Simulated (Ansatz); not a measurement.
## Equation of state of beryllium, omega (AlB2-type)

The calculation used DFT, r2SCAN, plane waves (500 eV) with PAW, scalar-relativistic (Ansatz). (PAW data from PBE, frozen cores regenerated.)

The cell is scaled uniformly from the relaxed one, with fractional coordinates and shape fixed. Energies are extrapolated to zero smearing, pressures are those at the given smearing. Magnetic state: spin not included.

| V (Å³/atom) | E − E₀ (meV/atom) | P (GPa) |
| --- | --- | --- |
| 7.102 | 50.5 | 18.44 |
| 7.425 | 21.0 | 11.19 |
| 7.747 | 4.9 | 5.12 |
| 8.070 | 0.0 | 0.03 |
| 8.393 | 4.5 | -4.25 |
| 8.716 | 16.9 | -7.86 |
| 9.039 | 36.0 | -10.91 |

Task: Fit a third-order Birch-Murnaghan equation.

Result: V₀ = 8.07 Å³/atom, B₀ = 117 GPa, B₀′ = 3.4.
